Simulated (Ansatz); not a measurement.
**Rocksalt alloy of LiF and NaF (20 of 32 Li sites exchanged), 64 atoms**

Ansatz, PAW, plane waves. PBEsol relaxation of volume and atoms (shape held) at the single k point (¼, ¼, ¼) without its symmetry partners; single points on the relaxed atoms at the Γ point alone, onto which points of the small cell's zone fold. Arrangement: quasirandom. No spin–orbit coupling unless named.

Relaxed structure:

```xyz
64
Lattice="8.8868 0.0000 0.0000 0.0000 8.8868 0.0000 0.0000 0.0000 8.8868" Properties=species:S:1:pos:R:3 pbc="T T T"
F     2.0920    0.0395    8.7907
F     2.1699    8.7969    4.5741
F     2.0289    4.6816    0.0124
F     2.0391    4.5245    4.4488
F     6.7532    0.0065    8.8852
F     6.6957    8.5545    4.4324
F     6.8138    4.4363    0.1405
F     6.8346    4.4783    4.3496
F     0.1257    2.2459    0.0489
F     8.8005    2.3791    4.5000
F     0.1149    6.8882    8.8857
F     8.8837    6.5134    4.4363
F     4.3223    2.2296    0.0015
F     4.4936    2.2389    4.4443
F     4.3221    6.6734    0.0105
F     4.1800    6.6304    4.4561
F     8.8860    0.1856    2.1335
F     0.0839    0.1554    6.7745
F     8.8070    4.3058    2.2087
F     8.8771    4.2756    6.9080
F     4.4545    0.0194    2.2137
F     4.3451    0.0196    6.6801
F     4.5598    4.4283    2.2208
F     4.4407    4.4278    6.6769
F     2.0996    2.2288    2.1311
F     2.0896    2.1397    6.7918
F     2.1998    6.6893    2.3688
F     2.1786    6.8087    6.7561
F     6.8032    2.3305    2.3784
F     6.7852    2.2200    6.5161
F     6.6969    6.5193    2.3505
F     6.6671    6.6301    6.5595
Li    0.0828    0.0022    8.8295
Li    0.0790    4.2345    8.8758
Li    0.0133    4.4241    4.2311
Li    2.0752    2.0023    8.8082
Li    2.0885    6.6867    8.7282
Li    2.2201    6.6760    4.3811
Li    6.8847    2.5269    4.3875
Li    6.9043    6.5935    4.3819
Li    2.1212    8.8588    6.7036
Li    6.7887    4.4255    2.2228
Li    0.0297    2.2432    2.0988
Li    0.0307    2.2512    6.6955
Na    8.8655    0.0472    4.4669
Na    4.3750    8.8830    8.8730
Na    4.4499    8.8457    4.4667
Na    4.3765    4.4578    0.0235
Na    4.4854    4.4699    4.4307
Na    2.1600    2.2198    4.4761
Na    6.7359    2.2281    0.0190
Na    6.7078    6.6506    0.0263
Na    2.1973    8.8865    2.2066
Na    2.1953    4.4622    2.2003
Na    2.1654    4.4662    6.6852
Na    6.6973    0.0142    2.2538
Na    6.6895    0.0002    6.6296
Na    6.7126    4.4250    6.6614
Na    0.0203    6.6468    2.1882
Na    0.0047    6.6333    6.6709
Na    4.4675    2.2386    2.2298
Na    4.4191    2.2046    6.6597
Na    4.4425    6.6518    2.2563
Na    4.3983    6.6880    6.6448
```

Q: What are the mean bond lengths by pair (pairs within 1.2 times the sum of covalent radii, less contacts 15 % beyond the pair's median; cation–cation pairs of compounds aside; long ionic contacts are cut short by that bound)?

A: F–Li 2.063 ± 0.072 Å (standard deviation, 53 bonds); F–Na 2.272 ± 0.067 Å (standard deviation, 120 bonds).

Q: What gap lies between the top filled and the lowest empty level in the single points?

A: HSE06 9.02 eV (14 s on NVIDIA GB300); r²SCAN 7.66 eV (4.2 s on NVIDIA GB300).
